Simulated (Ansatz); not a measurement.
This cell of TiSi2 (C54 type, space group Fddd) is off equilibrium:

```
TiSi2
1.0
    0.00000     4.09012     4.24970
    2.38007     0.00000     4.24970
    2.38007     4.09012     0.00000
Si Ti
4 2
Cartesian
  2.38007   5.42944   4.24970
  2.38007   2.75080   4.24970
  3.57010   4.79586   6.37454
  3.57010   7.47450   6.37454
  0.00000   0.00000   0.00000
  1.34003   2.04506   2.12485
```

Computed with PBEsol (plane waves to 420 eV, PAW, scalar-relativistic; Ansatz, an electronic-structure program). k mesh 10×10×10 (Γ-centred), Fermi-Dirac smearing 0.05 eV. Energies are smeared free energies. Stress and pressure are positive under compression. With partly filled bands, energies and forces of such displacements shift with the k mesh and the smearing. The PAW data are Ansatz's earlier set. TiSi2 is run without spin polarisation. TiSi2 was relaxed with its symmetry unable to fall.

Task: What forces act on the atoms (eV/Å, Cartesian)?

Result: 
```tsv
atom	Fx	Fy	Fz
Si1	0.339	-0.028	-0.519
Si2	0.339	0.028	0.519
Si3	0.432	-0.083	-0.007
Si4	0.432	0.083	0.007
Ti5	0.486	0.000	0.000
Ti6	-2.028	0.000	0.000
```

Task: What is the stress tensor (GPa)?

Result: 
```
    1.2      0.0      0.0
    0.0      0.4      2.0
    0.0      2.0      0.8
```
The pressure, a third of the trace, is 0.8 GPa.

Task: In it atom 6 sits (0.150, 0.000, 0.000) Å away from its relaxed site. What is its energy relative to the relaxed cell?

Result: 152 meV/cell.

(A displaced cell: forces are minus the slopes of the energy, force constants its curvatures, and phonons follow from these.)
